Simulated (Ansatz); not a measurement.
An Ansatz (a program for electronic structure) run. Input:

Ansatz 0.2 input:
```yaml
crystal:
  lattice:
    - [4.1851426912, 0.0, 0.0]
    - [0.0, 4.1851426912, 0.0]
    - [0.0, 0.0, 4.1851426912]
  atoms:
    - { symbol: W, position: [0.0, 0.5, 0.5] }
    - { symbol: W, position: [0.5, 0.0, 0.5] }
    - { symbol: W, position: [0.5, 0.5, 0.0] }
    - { symbol: C, position: [0.5, 0.0, 0.0] }
    - { symbol: C, position: [0.0, 0.5, 0.0] }
    - { symbol: C, position: [0.0, 0.0, 0.5] }
kpoints:
  mp_grid: { grid: [7, 7, 7] }
  band_path:
    path:
      - [[0.0, 0.0, 0.0], [0.0, 0.5, 0.0], [0.5, 0.5, 0.0], [0.0, 0.0, 0.0], [0.5, 0.5, 0.5], [0.0, 0.5, 0.0]]  # Γ-X-M-Γ-R-X
      - [[0.5, 0.5, 0.5], [0.5, 0.5, 0.0]]  # R-M
    npoints: 12
basis: { xc_grid: 2 }
hamiltonian:
  xc: pbesol
  pseudopotentials: { azcp: { folder: ./paw }, kind: paw_fr }
magnetization: { noncollinear: true, spin_orbit: true }
scf:
  n_extra_bands: 12
  convergence: { dr2_threshold: 0.0000000001 }
  occupations: { method: gaussian, width: 0.05 }
output: { eigenvalues: true }
```

Output (shortened):

```
Pseudopotentials: kind: paw_fr
Pseudopotential: W, paw, valence charge 14
Pseudopotential: C, paw, valence charge 4
Functional definition: PBEsol
non-collinear run that drives no moment, with spin-orbit …
Crystal: 6 atoms, lattice volume = 73.305 Å³
Basis set: ecut = 420 eV, 1365 PW (Γ), exchange–correlation on 60×60×60 points (8 copies of the dense FFT grid, shifted against one another)
Bands: 66, of which v1, the nominal top of the filled ones, is band 54 counted from 1 (53 counted from 0)
Symmetry: 48 space group operations + 48 with time reversal
k-points: 20 of 343
Projection manifold: j_resolved (fully-relativistic pseudo-atomic orbitals)
PAW frozen core: W, regenerated for the run's functional, and the local potential with it
PAW frozen core: C, regenerated for the run's functional, and the local potential with it
Initial density: superposition of atomic densities (chi_scale 0.1, normalization cell, long waves kept (reshape's long-wave potential 0.00 eV rms))
Initial wavefunctions: pseudopotential atomic-orbital guess
Eigensolver: davidson
Functional: x = pbesol(κ = 0.804, μ = 0.12345679012345678), c = pbesol(β = 0.046)
SCF iter   1: F=—  HF=-31585.155237 eV  |F-HF|=—  |Δ(HF+E_count)|=         —  Δρ=1.34e-1  dr2=1.89e1  dr2_m=0.00e0 (ungated)  ethr=3.10e-3  |M|=0.00e0 ∫|m|=0.00e0 μB  |m|>n=0.0e0 m-floor=0.0e0 τ_xc=0.0e0  β_m=0.30  ⟨swp⟩=4.8  Hψ=3025  notcnv=0  defer=14
all-band conjugate gradients solve this SCF's bands
preconditioner: auto → Kerker (q_TF=auto, 2.593 Å⁻¹)
spin=Noncollinear: Kerker preconditioning applied to the charge; magnetization (m_x, m_y, m_z) channels mix plain (no charge-response kernel on spin).
SCF iter   2: F=—  HF=-31582.306974 eV  |F-HF|=—  |Δ(HF+E_count)|=    2.85e0  Δρ=6.45e-2  dr2=3.09e0  dr2_m=0.00e0 (ungated)  ethr=3.10e-3  |M|=0.00e0 ∫|m|=0.00e0 μB  |m|>n=0.0e0 m-floor=0.0e0 τ_xc=0.0e0  β_m=0.40  ⟨swp⟩=2.0  Hψ=1126  notcnv=0  defer=108
SCF iter   3: F=—  HF=-31581.605534 eV  |F-HF|=—  |Δ(HF+E_count)|=   7.01e-1  Δρ=2.69e-2  dr2=4.27e-1  dr2_m=0.00e0 (ungated)  ethr=3.10e-3  |M|=0.00e0 ∫|m|=0.00e0 μB  |m|>n=0.0e0 m-floor=0.0e0 τ_xc=0.0e0  β_m=0.68  ⟨swp⟩=2.0  Hψ=981  notcnv=0  defer=120
SCF iter   4: F=—  HF=-31581.474460 eV  |F-HF|=—  |Δ(HF+E_count)|=   1.31e-1  Δρ=6.48e-3  dr2=7.64e-2  dr2_m=0.00e0 (ungated)  ethr=7.91e-4  |M|=0.00e0 ∫|m|=0.00e0 μB  |m|>n=0.0e0 m-floor=0.0e0 τ_xc=0.0e0  β_m=0.84  ⟨swp⟩=2.0  Hψ=1091  notcnv=0  defer=122
SCF iter   5: F=—  HF=-31581.462214 eV  |F-HF|=—  |Δ(HF+E_count)|=   1.22e-2  Δρ=2.22e-3  dr2=4.25e-3  dr2_m=0.00e0 (ungated)  ethr=1.41e-4  |M|=0.00e0 ∫|m|=0.00e0 μB  |m|>n=0.0e0 m-floor=0.0e0 τ_xc=0.0e0  β_m=0.92  ⟨swp⟩=2.0  Hψ=927  notcnv=0  defer=122
SCF iter   6: F=—  HF=-31581.462639 eV  |F-HF|=—  |Δ(HF+E_count)|=   4.25e-4  Δρ=6.79e-4  dr2=2.13e-4  dr2_m=0.00e0 (ungated)  ethr=7.88e-6  |M|=0.00e0 ∫|m|=0.00e0 μB  |m|>n=0.0e0 m-floor=0.0e0 τ_xc=0.0e0  β_m=0.96  ⟨swp⟩=2.0  Hψ=916  notcnv=0  defer=122
SCF iter   7: F=—  HF=-31581.462694 eV  |F-HF|=—  |Δ(HF+E_count)|=   5.44e-5  Δρ=2.14e-4  dr2=4.63e-5  dr2_m=0.00e0 (ungated)  ethr=3.94e-7  |M|=0.00e0 ∫|m|=0.00e0 μB  |m|>n=0.0e0 m-floor=0.0e0 τ_xc=0.0e0  β_m=0.98  ⟨swp⟩=2.0  Hψ=841  notcnv=0  defer=122
SCF iter   8: F=—  HF=-31581.462700 eV  |F-HF|=—  |Δ(HF+E_count)|=   6.34e-6  Δρ=4.66e-5  dr2=2.94e-6  dr2_m=0.00e0 (ungated)  ethr=8.57e-8  |M|=0.00e0 ∫|m|=0.00e0 μB  |m|>n=0.0e0 m-floor=0.0e0 τ_xc=0.0e0  β_m=0.99  ⟨swp⟩=2.0  Hψ=868  notcnv=0  defer=122
SCF iter  11: F=-31581.462698 eV  HF=-31581.462698 eV  |F-HF|=3.64e-12  |Δ(HF+E_count)|=  1.46e-11  Δρ=1.44e-7  dr2=1.27e-11  dr2_m=0.00e0 (ungated)  ethr=1.00e-12  |M|=0.00e0 ∫|m|=0.00e0 μB  |m|>n=0.0e0 m-floor=0.0e0 τ_xc=0.0e0  ⟨swp⟩=10.1  Hψ=2205  notcnv=0
SCF 1 converged in 11 iterations: F = -31581.462698 eV  dr2 = 1.27e-11
NSCF: frozen V_eff on 74 k-points
SCF converged after 11 iterations
Magnetization: |M| = 0.0000 μB,  M = (+0.0000, +0.0000, +0.0000) μB
Absolute magnetization: 0.0000 μB (∫|m|)
  site 0: m = (+0.0000, +0.0000, +0.0000) μB, |m| = 0.0000 μB  (R = 0.86 Å)
  site 1: m = (+0.0000, +0.0000, +0.0000) μB, |m| = 0.0000 μB  (R = 0.86 Å)
  site 2: m = (+0.0000, +0.0000, +0.0000) μB, |m| = 0.0000 μB  (R = 0.86 Å)
  site 3: m = (+0.0000, +0.0000, +0.0000) μB, |m| = 0.0000 μB  (R = 0.86 Å)
  site 4: m = (+0.0000, +0.0000, +0.0000) μB, |m| = 0.0000 μB  (R = 0.86 Å)
  site 5: m = (+0.0000, +0.0000, +0.0000) μB, |m| = 0.0000 μB  (R = 0.86 Å)
Free energy (F): -31581.462698 eV
Harris-Foulkes:  -31581.462698 eV  (|F-HF|=3.64e-12)
Internal energy: -31581.457985 eV  (E = F + TS)
E sigma→0 (E₀):  -31581.460341 eV
Entropy (-TS):   -0.004713 eV (-0.786 meV/atom)
Fermi energy:    16.406149 eV
--- Per-component energies (eV) ---
  E_band       = -388.693991
  E_kinetic    = 1513.007545
  E_local      = -2478.177939  (includes V_loc(G=0)·N_el)
  E_nonlocal   = -6.402967
  E_hartree    = 978.947879
  E_xc         = -934.444076
  E_vxc        = -862.227773  (∫ρ·V_xc dr)
  E_paw        = -25701.607886  (= ΣΔE_a)
  E_vpaw       = -512.789006  (= ΣTr[D̂ρ^β])
  E_aug_tail   = 0.000471  (compensation charges beyond the density's cutoff)
  E_ewald      = -4953.525196
  E_core_change = 0.744185  (= ΣΔE_core)
  E_smearing   = -0.004713  (= −TS)
  E_closure    = 0.000000  (closes the sum)
  Σ components = -31581.462698   (vs F -31581.462698, Δ=0.00e0)
  [band-id]    e_kinetic+e_local+e_nonlocal+2·e_hartree+e_vxc+e_vpaw+e_augmentation_tail = -388.693912   (vs E_band -388.693991, Δ=7.89e-5)
--- Band table (eV; the first three rows and the last of 20) ---
  k-point 0: bands = ["-57.1436", "-57.1436", "-57.0749", "-57.0749", "-57.0749", "-57.0749", "-28.6500", "-28.6500", "-28.6500", "-28.6500", "-28.4448", "-28.4448", "-19.0782", "-19.0782", "-19.0650", "-19.0650", "-19.0650", "-19.0650", "-18.8844", "-18.8844", "-18.4572", "-18.4572", "-18.4572", "-18.4572", "3.0410", "3.0410", "5.1871", "5.1871", "5.1871", "5.1871", "10.8837", "10.8837", "13.0541", "13.0541", "13.0802", "13.0802", "13.0802", "13.0802", "13.3594", "13.3594", "13.3594", "13.3594", "13.5465", "13.5465", "16.1035", "16.1035", "16.1035", "16.1035", "16.5623", "16.5623", "16.9963", "16.9963", "16.9963", "16.9963", "17.3419", "17.3419", "17.5231", "17.5231", "17.5231", "17.5231", "17.5742", "17.5742", "18.7778", "18.7778", "18.7778", "18.7778"]
  k-point 1: bands = ["-57.1406", "-57.1406", "-57.0779", "-57.0779", "-57.0749", "-57.0749", "-28.6500", "-28.6500", "-28.6412", "-28.6412", "-28.4539", "-28.4539", "-19.0700", "-19.0700", "-19.0528", "-19.0528", "-19.0468", "-19.0468", "-18.8895", "-18.8895", "-18.4905", "-18.4905", "-18.4673", "-18.4673", "3.2251", "3.2251", "5.1794", "5.1794", "5.3844", "5.3844", "11.0394", "11.0394", "12.6566", "12.6566", "12.7900", "12.7900", "12.9757", "12.9757", "13.1471", "13.1471", "13.6002", "13.6002", "13.8972", "13.8972", "15.0350", "15.0350", "16.0328", "16.0328", "16.4024", "16.4024", "16.4110", "16.4110", "16.5084", "16.5084", "16.8033", "16.8033", "16.9668", "16.9668", "18.4235", "18.4235", "18.4769", "18.4769", "18.8837", "18.8837", "18.9902", "18.9902"]
  k-point 2: bands = ["-57.1325", "-57.1325", "-57.0860", "-57.0860", "-57.0749", "-57.0749", "-28.6499", "-28.6499", "-28.6172", "-28.6172", "-28.4785", "-28.4785", "-19.0706", "-19.0706", "-19.0200", "-19.0200", "-18.9703", "-18.9703", "-18.9056", "-18.9056", "-18.5816", "-18.5816", "-18.4909", "-18.4909", "3.7126", "3.7126", "5.1340", "5.1340", "5.9074", "5.9074", "11.1318", "11.1318", "12.1914", "12.1914", "12.2989", "12.2989", "12.4526", "12.4526", "13.1137", "13.1137", "13.3389", "13.3389", "13.9966", "13.9966", "14.3729", "14.3729", "15.5368", "15.5368", "15.7370", "15.7370", "15.9877", "15.9877", "16.3993", "16.3993", "16.5072", "16.5072", "16.7579", "16.7579", "18.1728", "18.1728", "18.8692", "18.8692", "19.4327", "19.4327", "19.4692", "19.4692"]
  k-point 19: bands = ["-57.1001", "-57.1001", "-57.0967", "-57.0967", "-57.0967", "-57.0967", "-28.5981", "-28.5981", "-28.5925", "-28.5925", "-28.5670", "-28.5670", "-19.2884", "-19.2884", "-18.9938", "-18.9938", "-18.8831", "-18.8831", "-18.8773", "-18.8773", "-18.5118", "-18.5118", "-18.4925", "-18.4925", "6.8726", "6.8726", "7.1013", "7.1013", "7.4346", "7.4346", "9.4499", "9.4499", "9.6828", "9.6828", "9.7483", "9.7483", "9.9906", "9.9906", "11.0189", "11.0189", "11.0238", "11.0238", "11.1712", "11.1712", "14.7064", "14.7064", "14.9100", "14.9100", "15.2363", "15.2363", "15.8879", "15.8879", "15.8928", "15.8928", "16.3305", "16.3305", "19.4678", "19.4678", "19.5324", "19.5324", "19.8507", "19.8507", "21.4485", "21.4485", "21.5889", "21.5889"]
  band table: 66 of 66 bands, residual norms ≤ 1.0e-3 eV
```

Cost: roughly 60 core-seconds on shared cores.

Space group Pm-3m. The start of the workflow was typed in or built on a structure type; neither database checked (COD, Materials Project) lists it. It is not the phase usual at ambient conditions (space group No. 187). The PBEsol relaxation kept the symmetry of its start; whether a distortion lowers the energy is not shown. No spin polarisation was allowed. Its formation energy is positive at this level, so the cell may be metastable or incomplete.

Potentials: the earlier of the program's two PAW sets. The files were generated under PBE; for other functionals the program regenerates the frozen cores, and for LDA and PBEsol the local potential too.

Ansatz is a plane-wave DFT program.
